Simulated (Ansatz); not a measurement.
A relaxation of cell and atoms of AlBP2 as one 8-atom ordering (I-42d) on the zincblende lattice with the PAW code Ansatz, at the level PBE. It starts from a guessed cell.

input.yaml:
```yaml
crystal:
  lattice:
    - [-2.3811657152, 2.3811657152, 4.7623314304]
    - [2.3811657152, -2.3811657152, 4.7623314304]
    - [2.3811657152, 2.3811657152, -4.7623314304]
  atoms:
    - { symbol: B, position: [0.0, 0.0, 0.0] }
    - { symbol: P, position: [0.375, 0.375, 0.5] }
    - { symbol: B, position: [0.75, 0.25, 0.5] }
    - { symbol: P, position: [0.125, 0.625, 0.0] }
    - { symbol: Al, position: [0.5, 0.5, 0.0] }
    - { symbol: P, position: [0.875, 0.875, 0.5] }
    - { symbol: Al, position: [0.25, 0.75, 0.5] }
    - { symbol: P, position: [0.625, 0.125, 0.0] }
kpoints:
  mp_grid: { grid: [8, 8, 8] }
hamiltonian:
  xc: pbe
scf:
  occupations: { method: fermi_dirac, width: 0.02 }
relax:
  f_tol: 0.005
  cell: {}
```

Command: `ansatz run input.yaml --threads 4 --pin off --max-ram 6451MiB --backend cpu --events-out ev --progress --plain --runs-dir out`. It took 62 s on 4 threads of Intel(R) Xeon(R) Processor @ 2.50GHz (Skylake/Cascade Lake), with other jobs on the host; peak host memory 0.54 GiB.

**Question.** What will the output look like, and what does it show?

**Answer.** Abridged output:
```
Functional definition: PBE
  parameter kappa = 0.804
  parameter beta = 0.06672455060314922
  exchange = pbe_x(kappa = kappa, mu = beta*pi^2/3)
  correlation = pbe_c(beta = beta)
Crystal: 8 atoms, lattice volume = 108.009 Å³
Basis set: ecut = 420 eV, 2103 PW (Γ)
Bands: 24, of which v1, the nominal top of the filled ones, is band 16 counted from 1 (15 counted from 0)
Symmetry: 8 space group operations
Space group: I-42d (ITA 122)
k-points: 59 of 512 (time reversal used)
relax step 1: F+E_penalty+E_count = -4407.31397783 eV  max|allowed force component| = 6.584e0 eV/Å  Δτ_max = 0.0000 Å  P = +36.714 GPa  Ω = 108.009 Å³
relax step 2: F+E_penalty+E_count = -4412.10559780 eV  max|allowed force component| = 1.440e0 eV/Å  Δτ_max = 0.1967 Å  P = +5.146 GPa  Ω = 122.799 Å³
relax step 3: F+E_penalty+E_count = -4412.45111567 eV  max|allowed force component| = 3.295e-1 eV/Å  Δτ_max = 0.0651 Å  P = +0.541 GPa  Ω = 125.837 Å³
relax step 4: F+E_penalty+E_count = -4412.47639697 eV  max|allowed force component| = 3.226e-2 eV/Å  Δτ_max = 0.0202 Å  P = +0.575 GPa  Ω = 125.790 Å³
relax step 5: F+E_penalty+E_count = -4412.47755765 eV  max|allowed force component| = 1.078e-3 eV/Å  Δτ_max = 0.0024 Å  P = +0.098 GPa  Ω = 126.332 Å³
relax step 6: F+E_penalty+E_count = -4412.47754714 eV  max|allowed force component| = 3.422e-4 eV/Å  Δτ_max = 0.0002 Å  P = +0.002 GPa  Ω = 126.439 Å³
relax step 7: F+E_penalty+E_count = -4412.49944645 eV  max|allowed force component| = 5.829e-5 eV/Å  Δτ_max = 0.0000 Å  P = +0.228 GPa  Ω = 126.439 Å³  (SCF on a basis re-selected at this cell)
relax step 8: F+E_penalty+E_count = -4412.49957579 eV  max|allowed force component| = 1.040e-3 eV/Å  Δτ_max = 0.0001 Å  P = +0.006 GPa  Ω = 126.676 Å³
relax step 9: F+E_penalty+E_count = -4412.49966422 eV  max|allowed force component| = 1.029e-3 eV/Å  Δτ_max = 0.0000 Å  P = +0.007 GPa  Ω = 126.676 Å³  (SCF on a basis re-selected at this cell)
Free energy (F): -4412.499664 eV
Fermi energy:    7.371617 eV
--- Per-component energies (eV) ---
  E_band       = 47.300029
  E_kinetic    = 424.840007
  E_local      = -342.799636
  E_nonlocal   = 179.576746
  E_hartree    = 103.696655
  E_xc         = -390.814910
  E_vxc        = -378.632163
  E_paw        = -3369.668752
  E_vpaw       = -43.078236
  E_ewald      = -1017.329776
--- Forces (eV/Å), atoms counted from 1 ---
  atom   1  B       0.00000      0.00000      0.00000
  atom   2  P     -0.00103      0.00000      0.00000
  atom   3  B       0.00000      0.00000      0.00000
  atom   4  P       0.00000    -0.00103      0.00000
  atom   5  Al      0.00000      0.00000      0.00000
  atom   6  P       0.00103      0.00000      0.00000
  atom   7  Al      0.00000      0.00000      0.00000
  atom   8  P       0.00000      0.00103      0.00000
--- Stress (GPa, compression-positive) ---
        0.009328       0.000000       0.000000
        0.000000       0.009328       0.000000
        0.000000       0.000000       0.001292
  P = ⅓ Tr σ = 0.0066 GPa (0.066 kbar)
--- Relaxed structure (7 steps of the walk, 7 accepted, 2 SCFs on fresh bases) ---
  F+E_penalty+E_count = -4412.49966422 eV   max|allowed force component| = 1.029e-3 eV/Å
  cell:  # Å, volume = 126.6761 Å³
    - [-2.553977, 2.553977, 4.855127]
    - [2.553977, -2.553977, 4.855127]
    - [2.553977, 2.553977, -4.855127]
  atoms:
    - { symbol: B, position: [0.000000, 0.000000, 0.000000] }
    - { symbol: P, position: [0.375000, 0.316341, 0.441341] }
    - { symbol: B, position: [0.750000, 0.250000, 0.500000] }
    - { symbol: P, position: [0.066341, 0.625000, -0.058659] }
    - { symbol: Al, position: [0.500000, 0.500000, 0.000000] }
    - { symbol: P, position: [0.875000, 0.933659, 0.558659] }
    - { symbol: Al, position: [0.250000, 0.750000, 0.500000] }
    - { symbol: P, position: [0.683659, 0.125000, 0.058659] }
```
The trailing digits, and the zero of the energies, depend on the potentials and thresholds.

The walk took 7 steps, besides SCFs solved again on a fresh basis, and changed the volume by +17.3 %. The last SCF, on a fresh basis, lies 648 meV an atom below the first. At the end: space group I-42d (No. 122), tetragonal; a = 5.108 Å, c = 9.710 Å in the conventional setting, 15.83 Å³ an atom. B is surrounded by 4 P at 2.01 Å; P is surrounded by 2 B at 2.01 Å and 2 Al at 2.36 Å; Al is surrounded by 4 P at 2.36 Å.

The structure was generated, not taken from experiment, and needn't be the ground state; spin polarisation is off.
